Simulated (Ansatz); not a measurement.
TePb2Se in space group R-3m (No. 166; Te on 3b, Pb on 6c, Se on 3a) under volume change, the program Ansatz at the r²SCAN level (PAW), shape and atoms relaxed at each volume.

```json
[
 {"V (Å³/atom)": "29.179", "E − E(relaxed) (meV/atom)": "44.5", "P (GPa)": "5.38"},
 {"V (Å³/atom)": "30.140", "E − E(relaxed) (meV/atom)": "18.7", "P (GPa)": "3.29"},
 {"V (Å³/atom)": "31.102", "E − E(relaxed) (meV/atom)": "4.4", "P (GPa)": "1.51"},
 {"V (Å³/atom)": "32.064", "E − E(relaxed) (meV/atom)": "0.0", "P (GPa)": "0.00"},
 {"V (Å³/atom)": "33.026", "E − E(relaxed) (meV/atom)": "4.0", "P (GPa)": "-1.29"},
 {"V (Å³/atom)": "33.988", "E − E(relaxed) (meV/atom)": "15.1", "P (GPa)": "-2.38"},
 {"V (Å³/atom)": "34.950", "E − E(relaxed) (meV/atom)": "32.2", "P (GPa)": "-3.31"}
]
```

Question: What does a third-order Birch–Murnaghan fit give for V₀, B₀ and B′?

Answer: V₀ = 32.06 Å³/atom, B₀ = 46.4 GPa, B′ = 4.4.

The first step of the workflow began from a Materials Project structure, measured or hypothetical; the Crystallography Open Database copy checked does not list it. With Te and Se taken as one species the cell has the higher symmetry Fm-3m, so it may be an ordered model of a mixed-site phase. Whether it is the stable phase at ambient conditions was not checked. The cell was relaxed with r²SCAN under the symmetry of its start; of distortions, only those at the zone centre were tested. Spin–orbit coupling is left out wherever it is not named.

Potentials: the later of the program's two PAW sets.
